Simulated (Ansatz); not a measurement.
Relaxed-ion elastic tensor of Sc2Al in space group P6_3/mmc (No. 194; Sc on 2a, Sc on 2d, Al on 2c) in GPa (Voigt order), PBEsol in the plane-wave PAW code Ansatz; density 3.13 g/cm³, 20.67 Å³ per atom.

```
 144  60.5  28.0   0.0   0.0   0.0
60.5   144  28.0   0.0   0.0   0.0
28.0  28.0   146   0.0   0.0   0.0
 0.0   0.0   0.0  50.3   0.0   0.0
 0.0   0.0   0.0   0.0  50.3   0.0
 0.0   0.0   0.0   0.0   0.0  41.7
```

Task: Is the crystal mechanically stable?

Result: Yes: the smallest eigenvalue of C is 41.7 GPa.

Task: Work out the Voigt, Reuss and Hill averages.

Result: K_V = 74.1, K_R = 73.6, K_H = 73.9; G_V = 49.6, G_R = 48.3, G_H = 49.0 GPa.

Task: Give Young's modulus, Poisson's ratio, Pugh's ratio and the universal anisotropy index.

Result: E = 9KG/(3K + G) = 120 GPa; ν = 0.23; K/G = 1.51 (brittle by the Pugh limit of 1.75); A_U = 5G_V/G_R + K_V/K_R − 6 = 0.14.

Task: Estimate the sound speeds and the Debye temperature.

Result: v_l = √((K + 4G/3)/ρ) = 6670 m/s, v_t = √(G/ρ) = 3950 m/s, mean 4380 m/s; Θ = (h/k)(3n/4πV)^(1/3) v_m = 475 K.

Task: How much does each axis shrink under pressure?

Result: Linear compressibilities β_i = Σ_j S_ij (j = 1 to 3): x 4.2, y 4.2, z 5.2 per TPa.

The workflow started from a Materials Project entry (that database holds measured and hypothetical structures alike); the Crystallography Open Database copy checked does not list it. Whether it is the stable phase at ambient conditions was not checked. The cell was relaxed with PBEsol under the symmetry of its start; its stability against distortions is not shown here. The run is not spin-polarised. As this level gives no gap, shear constants depend on the k-mesh and smearing (Fermi–Dirac, 0.1 eV here).

Potentials: the later of the program's two PAW sets.
